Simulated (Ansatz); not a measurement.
YSi₂Ir₂: relaxation (Ansatz)

Launch command:

```bash
ansatz run input.yaml --threads 2 --pin off --max-ram 2560MiB --backend cpu --events-out ev --progress --plain --runs-dir out
```

input.yaml:

```yaml
crystal:
  lattice:
    - [0.0, 4.076974, 0.0]
    - [4.076974, 0.0, 0.0]
    - [2.038487, 2.038487, -4.985485]
  atoms:
    - { symbol: "Y", position: [0.0, 0.0, 0.0] }
    - { symbol: Ir, position: [0.75, 0.25, 0.5] }
    - { symbol: Ir, position: [0.25, 0.75, 0.5] }
    - { symbol: Si, position: [0.375, 0.375, 0.25] }
    - { symbol: Si, position: [0.625, 0.625, 0.75] }
  symmetry: { detect: false }
kpoints:
  mp_grid: { grid: [5, 5, 5], shift: [0, 0, 0] }
magnetization:
  noncollinear: true
  spin_orbit: true
scf:
  occupations: { method: fermi_dirac }
  lower_state_search: "off"
hamiltonian:
  pseudopotentials: { kind: paw_fr }
  xc: r2scan
  hubbard:
    projectors: all-electron-ortho-atomic
    sites: [{ species: Ir, l: d, u: 1.84, j: 0.86 }]
basis:
  ecutwfc: 500
  fft_grid_basis: typed
relax:
  max_steps: 40
  cell: { p_target: 0.0 }
output:
  forces: true
  stress: true
  eigenvalues: true
  bader: true
  populations: true
  elf: true
  write_potential: true
  volumetric_format: npy
  dos:
    e_range: [-12, 8]
    de: 0.05
    projected: { site_lists: { Ir: [Ir], Si: [Si], "Y": ["Y"] } }
    method: { smearing: { sigma: 0.1, scheme: gaussian } }
  write_density: true
checkpoint:
  read: saved_state
```

Origin of the cell: a database entry, scaled a little.

The smearing width isn't typed, so it takes its default of 0.1 eV.

The saved state is a converged single point of the same cell.

The program first moved the atoms by about 0.01 Å at random, to leave a saddle point that the symmetry would hold.

Steps («new basis» is an SCF on plane waves selected anew at the same cell):

| step | ΔF (meV/atom) | max force component (eV/Å) | P (GPa) | volume (Å³) | SCF iterations | step was |
| --- | --- | --- | --- | --- | --- | --- |
| 1 | 0.0 | 0.657 | -1.39 | 82.87 | 8 | accepted |
| 2 | -0.6 | 0.167 | 1.75 | 81.10 | 7 | accepted |
| 3 | -5.4 | 0.030 | 0.06 | 81.79 | 7 | accepted |
| 4 | -5.4 | 0.010 | 0.01 | 81.81 | 5 | accepted |
| 5 | -5.4 | 0.000 | 0.00 | 81.81 | 6 | accepted |
| 6 | -5.3 | 0.000 | 0.00 | 81.81 | 5 | new basis |

Before:

Space group I4/mmm (No. 139); the run's cell has a = 4.077 Å, b = 4.077 Å, c = 5.759 Å, α = 69.27°, β = 69.27°, γ = 90.00°. Shortest distances: Ir–Si 2.39 Å, Si–Si 2.49 Å, Ir–Ir 2.88 Å, Si–Y 3.14 Å, Ir–Y 3.22 Å.

The relaxed structure.

Space group I4/mmm (No. 139); the run's cell has a = 4.055 Å, b = 4.055 Å, c = 5.743 Å, α = 69.33°, β = 69.33°, γ = 90.00°. Shortest distances: Ir–Si 2.40 Å, Si–Si 2.43 Å, Ir–Ir 2.87 Å, Si–Y 3.11 Å, Ir–Y 3.21 Å.

```yaml
crystal:
  lattice:
    - [0.00000, 4.05474, 0.00000]
    - [4.05473, 0.00000, 0.00000]
    - [2.02736, 2.02737, -4.97592]
  atoms:
    - { symbol: Y, position: [0.00128, 0.00069, 0.99919] }
    - { symbol: Ir, position: [0.75128, 0.25069, 0.49919] }
    - { symbol: Ir, position: [0.25128, 0.75068, 0.49919] }
    - { symbol: Si, position: [0.37943, 0.37884, 0.24288] }
    - { symbol: Si, position: [0.62312, 0.62253, 0.75550] }
```

| Item | Value |
| --- | --- |
| Free energy lowered by | 5.3 meV/atom |
| Volume change | -1.28 % |
| Final pressure | 0.00 GPa |
| Relaxation steps listed | 6 |

Caveats: no moments, though an odd count or open d shells may carry them; the displaced walk ended near the symmetry of the start; the k mesh is coarse if the cell is a metal; the program displaced the start to leave a saddle point.

Time: 11 min on 2 threads of Arm Neoverse V2 (shared host), peak memory 1.8 GiB, from a saved density.
